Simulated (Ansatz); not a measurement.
A generator proposed this cell of Si₂Sn₃.

```
Si Sn
1.0
     3.20685    0.00000    0.00000
    -1.60342    2.77721    0.00000
     0.00000    0.00000   25.73670
Si Sn
4 6
Direct
  0.33333 0.66667 0.05000
  0.33333 0.66667 0.45000
  0.66667 0.33333 0.55000
  0.66667 0.33333 0.95000
  0.33333 0.66667 0.25000
  0.33333 0.66667 0.65000
  0.33333 0.66667 0.85000
  0.66667 0.33333 0.15000
  0.66667 0.33333 0.35000
  0.66667 0.33333 0.75000
```

Level of theory: DFT PBE, scalar-relativistic, plane waves, PAW in Ansatz 0.2.0. Cutoff 420 eV; k points 6×6×1 on the computed 10-atom cell (Γ-centred); Gaussian smearing, width 0.10 eV; no spin polarisation.

The zero of energy is the elements' standard structures at the same level; no fitted shifts are applied. The references include grey tin.

Question: Estimate its pressure, forces and energy as it stands.

Answer: The pressure is 1.9 GPa (the mean over three directions, positive in compression), the largest force is 1.06 eV/Å, and the energy is +0.58 eV/atom against the elements. The shortest distance is 3.17 Å.

Question: Is it a good guess?

Answer: A rough one: relaxing gains about 0.37 eV/atom (the start's value is from the coarse mesh, so the gain is rough) in 20 ionic steps and ends at +0.21 eV/atom on the finer mesh. The symmetry stays P6_3/mmc (No. 194). The volume per atom grows by 6.9 %, from 22.9 to 24.5 Å³. The shortest distance goes from 3.17 Å (Si–Sn, Si–Si and Sn–Sn) to 2.36 Å (Si–Si). The ratio c/a of the conventional cell changes by a factor of 0.73. Conventional cell: a = 3.645 Å, c = 21.297 Å. Si is surrounded by 3 Si at 2.36 Å, 3 Sn at 3.02 Å and 1 Sn at 3.24 Å; Sn on a site of symmetry -6m2 is surrounded by 6 Sn at 3.36 Å and 6 Sn at 3.64 Å; Sn on a site of symmetry 3m is surrounded by 3 Si at 3.02 Å, 1 Si at 3.24 Å, 3 Sn at 3.36 Å and 6 Sn at 3.64 Å.

The last run used a 12×12×2 mesh (in the run's order of axes) for its 10-atom cell and Gaussian smearing of 0.10 eV. The relaxation can't lower the symmetry of the start, and the grade says only how near the guess is to its own end. Symmetry constrained the relaxation, so the result can be a saddle point.
